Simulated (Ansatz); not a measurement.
Start of a relaxation of ScSb3S:

```
Sc Sb S
1.0
     4.63323    0.00000    0.00000
     0.00000    4.63323    0.00000
     0.00000    0.00000    5.86268
Sc Sb S
1 3 1
Direct
  0.00000 0.00000 0.00000
  0.50000 0.50000 0.10590
  0.00000 0.50000 0.50000
  0.50000 0.00000 0.50000
  0.50000 0.50000 0.66200
```

These are results of DFT PBE, scalar-relativistic, plane waves, PAW in Ansatz, not measurements. Cutoff 420 eV, Gaussian smearing, Γ-centred meshes. Cell and atoms relax first on a coarse mesh and then on a finer one. In between, the cell is made exact in the group found at 0.06 Å. In metals the finer mesh still leaves noise of several meV/atom or more. The steps can't lower the symmetry of their start. No spin polarisation in the relaxation; trial moments died out in a coarse test.

A guess keeps its type if space group and coordination stay and the shape of the cell changes little (axis ratios within about 15 %, angles within 6°); the volume may change.

Task: Does this structure survive the relaxation?

Result: It doesn't keep its type. The symmetry stays P4mm (No. 99). The volume per atom grows by 28.6 %, from 25.2 to 32.4 Å³. The shortest distance goes from 2.50 Å (Sb–S) to 2.77 Å (Sb–S). The ratio c/a of the conventional cell changes by a factor of 1.34. Counting neighbours within 15 % of an atom's shortest distance, the start has S 5, Sb 1/2, Sc 16 and the end S 4, Sb 4/9, Sc 8. In detail, at the end Sc is surrounded by 4 Sb at 2.94 Å and 4 Sb at 3.30 Å; Sb on a site of symmetry 4mm has 4 Sc at 3.30 Å, 4 Sb at 3.39 Å, 1 S at 3.68 Å and 1 S at 4.05 Å; around S lie 4 Sb at 2.77 Å, 1 Sb at 3.68 Å and 1 Sb at 4.05 Å; 1 more site not described.

```xyz
5
Lattice="4.5737 0.0000 0.0000 0.0000 4.5737 0.0000 0.0000 0.0000 7.7357" Properties=species:S:1:pos:R:3 pbc="T T T"
Sc    0.0000    0.0000    1.4456
Sb    2.2868    2.2868    0.7959
Sb    0.0000    2.2868    3.2920
Sb    2.2868    0.0000    3.2920
S     2.2868    2.2868    4.8505
```

The last run used an 8×8×6 mesh (in the run's order of axes) for its 5-atom cell and Gaussian smearing of 0.10 eV. Weakly bound directions are ill-defined at this level, which has no dispersion term. Spin–orbit coupling, which can matter for Sb, is left out. A structure relaxed within its symmetry needn't be a true minimum. Another cell of ScSb3S relaxed alike, in P6/mmm, lies 59 meV/atom lower, so this cell isn't the stable form at this level.

In counts of neighbours, a slash parts the counts of unlike sites.
